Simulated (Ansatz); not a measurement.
This Ansatz input for CsCl-type GdSn was spoiled on purpose:

```yaml
crystal:
  lattice:
    - [3.8246667891, 0.0, 0.0]
    - [0.0, 3.8246667891, 0.0]
    - [0.0, 0.0, 3.8246667891]
  atoms:
    - { symbol: Gd, position: [0.0, 0.0, 0.0], spin: 7.0 }
    - { symbol: Sn, position: [0.5, 0.5, 0.5] }
basis:
  ecutwfc: 420
  ecutrho_ratio: 4
kpoints:
  mp_grid: { grid: [8, 8, 8] }
hamiltonian:
  xc: pbe
  hubbard: { sites: [{ species: Gd, l: f, u_eff: 6.0 }] }
scf:
  occupations: { method: fermi_dirac, width: 0.3 }
  n_extra_bands: 0
  max_iter: 50
output:
  forces: true
  stress: true
magnetization:
  spin_polarized: true
```

Launched as:
```sh
ansatz run input.yaml --threads 2 --pin off --max-ram 2662MiB --backend cpu --events-out ev --progress --plain --runs-dir out
```

Task: What is wrong with it?

Result: Too few bands. Against the sound input: scf.n_extra_bands: 0; scf.occupations: {"method": "gaussian", "width": 0.05} → {"method": "fermi_dirac", "width": 0.3} (the cap on iterations is only a precaution).

What the program printed:

```
Error: inconsistent input (scf.n_extra_bands): n_bands = 16 cannot host the net starting moment |Σ_I m_I| = 7.0000 μB: with N_el = 32 the majority spin channel must hold (N_el + |M|)/2 = 19.5000 electrons at no more than one per band — at least 20 bands (16 bands cap the reachable moment at 2·n_bands − N_el = 0.0000 μB); raise scf.n_extra_bands until at least 20 bands are solved (omitted, it auto-derives to 26)
```

The input was refused before any iteration. Cost: 0.09 s on 2 threads of Arm Neoverse V2, on a shared host, peak memory 0.088 GiB. The run before the change (PBE+U (U_eff = 6 eV on Gd 4f), 420 eV, 8×8×8 mesh) gave:

| run | P (GPa) | gap on the mesh (eV) | cell moment (μB) | largest force component (eV/Å) |
| --- | --- | --- | --- | --- |
| sound | 0.0 | metal | 7.53 | 0.000 |

The two runs also differ in their start: the sound one had the moments 8.03, 0.00 μB typed, and went on from the state of an earlier run.

The cell came from substitution into a structure type; no database entry of this phase was matched, which doesn't show that none exists.

Of that run: The run wasn't fully tested for a lower electronic state. The moments were started parallel, and the real magnetic order may be another.
